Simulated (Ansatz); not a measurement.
GdRe (CsCl-type structure)

Method: PBE+U (U_eff = 6 eV on Gd 4f), scalar-relativistic; collinear spin; PAW, 420 eV, Γ-centred 8×8×8 mesh, 0.05 eV Gaussian smearing; code Ansatz; PAW files: Ansatz's generated set soft_2.

Space group Pm-3m (No. 221). a = 3.475 Å, b = 3.475 Å, c = 3.475 Å, α = 90.00°, β = 90.00°, γ = 90.00°
```json
{"atom": "Gd", "site": "1a", "symmetry": "m-3m", "x": "0.0000", "y": "0.0000", "z": "0.0000"}
{"atom": "Re", "site": "1b", "symmetry": "m-3m", "x": "0.5000", "y": "0.5000", "z": "0.5000"}
```

The structure was built from a prototype; whether the compound forms in it isn't claimed.

Magnetic state: ferromagnetic, site spin moments Gd 7.09; Re -0.19 μB.

The cell above was scaled in volume, its shape and atoms being fixed by the lattice's symmetry. Energies are counted from the cell above.

Cell and atoms are those of this level's equilibrium.

```tsv
V (Å³/atom)	ΔE (meV/atom)	P from the stress (GPa)
19.834	24.01	7.11
20.148	12.25	4.95
20.568	2.87	2.31
20.988	0.00	-0.06
21.408	2.98	-2.22
21.827	11.43	-4.21
22.457	33.37	-6.84
23.087	64.91	-9.09
```

Problem. Do the energies and the pressures agree? Compare −ΔE/ΔV between neighbouring points (1 meV/Å³ = 0.1602 GPa) with the mean of their pressures.

Solution. 
```
interval (Å³/atom)  −ΔE/ΔV (GPa)  mean P (GPa)
    19.83 to 20.15           6.0           6.0
    20.15 to 20.57           3.6           3.6
    20.57 to 20.99           1.1           1.1
    20.99 to 21.41          -1.1          -1.1
    21.41 to 21.83          -3.2          -3.2
    21.83 to 22.46          -5.6          -5.5
    22.46 to 23.09          -8.0          -8.0
```
They differ by 0.06 GPa at most.

Problem. What do the two routes give for V0, B0 and B0′?

Solution. A third-order Birch–Murnaghan fit of the energies: V0 = 20.98 Å³/atom, B0 = 114 GPa, B0′ = 3.6. A polynomial of P in ln V, with B = −dP/d ln V at P = 0: V0 = 20.98 Å³/atom, B0 = 114 GPa, B0′ = 3.8.

B0·V0 = 113.6 GPa × 20.98 Å³ = 14.88 eV/atom sets the scale: near the minimum ΔE ≈ ½ B0 V0 x², with x = V/V0 − 1, and a pressure of 1.1 GPa squeezes the volume by about 1 %. At the ends of the curve: x = −5.4 % predicts 22.1 meV/atom and the run gives 24.0; x = +10.1 % predicts 75.3 meV/atom and the run gives 64.9. Compression costs more and expansion less than the parabola says, since the crystal stiffens as it shrinks; B0′ measures that.

For elements this heavy, spin–orbit coupling would shift levels and gaps; it isn't included here. The run wasn't fully tested for a lower electronic state. Site moments are of spin, integrated over atomic spheres. The moments were started parallel, and the real magnetic order may be another. The run is a metal.
